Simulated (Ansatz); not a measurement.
# Relaxation path: SnSe (rocksalt type)

DFT, r2SCAN, PAW with Ansatz's default frozen-core files, scalar-relativistic (Ansatz 0.2.0); a Γ-centred 12×12×12 k mesh, Fermi–Dirac smearing of 0.1 eV, no spin polarisation. The run relaxes cell and atoms at a target pressure of 0 GPa.

Command: `ansatz run input.yaml --threads 1 --pin off --max-ram 2048MiB --backend cpu --events-out ev --progress --plain --runs-dir out` It took 23 s on 1 thread of Intel(R) Xeon(R) 6975P-C (Granite Rapids), on a shared host, peak memory 0.6 GiB.

PAW: frozen-core files, cutoff 500 eV; forces are relaxed below 0.005 eV/Å.

Each step lists its free energy a cell above the last geometry, the pressure, the cell vectors (Å), and Cartesian positions (Å) with forces (eV/Å).

The first step:

```
step 1  dF = 1797.48 meV  P = 46.3 GPa
  cell 0.0000 2.6454 2.6454  2.6454 0.0000 2.6454  2.6454 2.6454 0.0000
  Sn 0.0000 0.0000 0.0000   0.0000 0.0000 0.0000
  Se 2.6454 2.6454 2.6454   0.0000 0.0000 0.0000
```

Spin–orbit coupling is left out, which matters for the heavy atoms. The PAW files were made under PBE.

Where does the relaxation end, and by which steps?

After 6 geometries, with conventional a, b, c = 6.019, 6.019, 6.019 Å, at 27.256 Å³/atom (+47.22 % against the start) in space group Fm-3m, with a shortest distance of 3.009 Å. The further steps:
```
step 2  dF = 641.11 meV  P = 21.5 GPa
  cell 0.0000 2.7744 2.7744  2.7744 0.0000 2.7744  2.7744 2.7744 0.0000
  Sn 0.0000 0.0000 0.0000   0.0000 0.0000 0.0000
  Se 2.7744 2.7744 2.7744   0.0000 0.0000 0.0000
step 3  dF = 114.24 meV  P = 7.20 GPa
  cell 0.0000 2.9027 2.9027  2.9027 0.0000 2.9027  2.9027 2.9027 0.0000
  Sn 0.0000 0.0000 0.0000   0.0000 0.0000 0.0000
  Se 2.9027 2.9027 2.9027   0.0000 0.0000 0.0000
step 4  dF = 9.87 meV  P = 1.86 GPa
  cell 0.0000 2.9767 2.9767  2.9767 0.0000 2.9767  2.9767 2.9767 0.0000
  Sn 0.0000 0.0000 0.0000   0.0000 0.0000 0.0000
  Se 2.9767 2.9767 2.9767   0.0000 0.0000 0.0000
step 5  dF = 0.02 meV  P = -0.06 GPa
  cell 0.0000 3.0106 3.0106  3.0106 0.0000 3.0106  3.0106 3.0106 0.0000
  Sn 0.0000 0.0000 0.0000   0.0000 0.0000 0.0000
  Se 3.0106 3.0106 3.0106   0.0000 0.0000 0.0000
step 6  dF = 0.00 meV  P = 0.00 GPa
  cell 0.0000 3.0095 3.0095  3.0095 0.0000 3.0095  3.0095 3.0095 0.0000
  Sn 0.0000 0.0000 0.0000   0.0000 0.0000 0.0000
  Se 3.0095 3.0095 3.0095   0.0000 0.0000 0.0000
step 7  dF = -3.11 meV  P = 0.03 GPa  (same geometry on a basis chosen anew; earlier energies don't compare to the last digit)
  cell 0.0000 3.0095 3.0095  3.0095 0.0000 3.0095  3.0095 3.0095 0.0000
  Sn 0.0000 0.0000 0.0000   0.0000 0.0000 0.0000
  Se 3.0095 3.0095 3.0095   0.0000 0.0000 0.0000
```
